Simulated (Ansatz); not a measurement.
# GdO and the effect of the fixed moment of the cell

```xyz
2
Lattice="0.0000 2.7000 2.7000 2.7000 0.0000 2.7000 2.7000 2.7000 0.0000" Properties=species:S:1:pos:R:3 pbc="T T T"
Gd    0.0000    0.0000    0.0000
O     4.0500    4.0500    4.0500
```

Kept alike: task single point; functional PBE; k mesh 7 × 7 × 7; occupations fermi-dirac, width 0.05 eV. Program: Ansatz, Ansatz PAW, cutoff 420 eV. The mesh is that of the run's cell of 2 atoms. No spin-orbit coupling.

| run | pressure (GPa) | largest site moment (μB) | free energy over the lowest row (meV/atom) |
| --- | --- | --- | --- |
| A | 16.24 | 7.34 | 3918.11 |
| B | -0.83 | 6.68 | 0.00 |
| C | -4.50 | 0.00 | 3470.60 |
| D | 3.94 | 7.08 | 1078.87 |
| E | 54.63 | 7.88 | 13587.92 |
| F | -1.82 | 2.09 | 2598.78 |
| G | -2.33 | 5.71 | 680.33 |
| H | -1.84 | 3.99 | 1843.19 |

Pressure is positive in compression, with a Pulay correction for the finite cutoff. The runs hold the magnetic state that their start led to, which needn't be the lowest. Site moments count inside each atom's sphere or projector.

**Question.** The runs differ in the fixed moment of the cell alone: 0; 1.8; 3.5; 5.2; 7; 8.8; 10.5; 14 μB. Which run is which?

**Answer.** Run A is 10.5 μB; run B is 7 μB; run C is 0 μB; run D is 8.8 μB; run E is 14 μB; run F is 1.8 μB; run G is 5.2 μB; run H is 3.5 μB. The pressure runs from -4.50 (0) to 54.63 GPa (14). The largest site moment rises from 0.00 to 7.88 μB between 0 and 14 μB. The free energy is lowest at 7, and 13587.92 meV an atom higher at 14.
